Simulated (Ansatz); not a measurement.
**Cs2Pt3Se4: computed property card**

Cs$_{2}$Pt$_{3}$Se$_{4}$:
```
CELL_PARAMETERS angstrom
      0.00000     5.71259     7.05806
      3.33933     0.00000     7.05806
      3.33933     5.71259     0.00000
ATOMIC_POSITIONS crystal
  Cs 0.64716 0.64716 0.35284
  Cs 0.35284 0.35284 0.64716
  Pt 0.50000 0.50000 0.00000
  Pt 0.00000 0.00000 0.50000
  Pt 0.00000 0.00000 0.00000
  Se 0.05645 0.72136 0.27864
  Se 0.94355 0.27864 0.72136
  Se 0.72136 0.05645 0.94355
  Se 0.27864 0.94355 0.05645
```

Space group Fmmm (No. 69); conventional cell a = 6.6787 Å, b = 11.4252 Å, c = 14.1161 Å, α = β = γ = 90.00°.

Method: the program Ansatz at the r²SCAN level (PAW). The cell and atoms are relaxed at this level. Other levels are named where they apply.

**Cell and energy**

* **Volume per atom**: 29.92 Å³
* **Density**: 7.20 g/cm³
* **Formation energy from the elements (no fitted shifts)**: -81 kJ/mol of atoms

**Electronic structure**

Band gap: 1.52 eV (indirect)
Valence-band maximum: at T (k = 0.000, 0.500, 0.500 in fractions of the reciprocal vectors)
Conduction-band minimum: on the A0–Z line, 24 % of the way from A0 (k = 0.495, 0.286, -0.214 in fractions of the reciprocal vectors) (4 equivalent valleys)
Smallest direct gap on the standard path: 1.64 eV
Electron effective mass: 0.42, 1.4, 3.7 mₑ (principal values)
Electron effective mass with spin–orbit coupling: 0.43, 1.4, 3.9 mₑ (principal values)
Hole effective mass: 0.61, 0.92, 1.7 mₑ (principal values)
Hole effective mass with spin–orbit coupling: 0.62, 0.99, 2.0 mₑ (principal values)
HSE06 gap on the r²SCAN cell: 2.22 eV
Gap with spin–orbit coupling: 1.49 eV

**Mechanics**

- Bulk modulus (Birch–Murnaghan fit): 16.6 GPa
- Pressure derivative B′: 11.0

**Charges**

- Bader charges = Cs +0.82, Pt -0.08 to -0.07, Se -0.35 e

The workflow started from a Materials Project entry (that database holds measured and hypothetical structures alike); the Crystallography Open Database copy checked does not list it. Whether it is the stable phase at ambient conditions was not checked. The cell was relaxed with r²SCAN under the symmetry of its start; its stability against distortions is not shown here. No spin polarisation was allowed. The references are the lowest solids computed at this level, not always the standard phases. Spin–orbit coupling is left out wherever it is not named.

Potentials: the later of the program's two PAW sets.
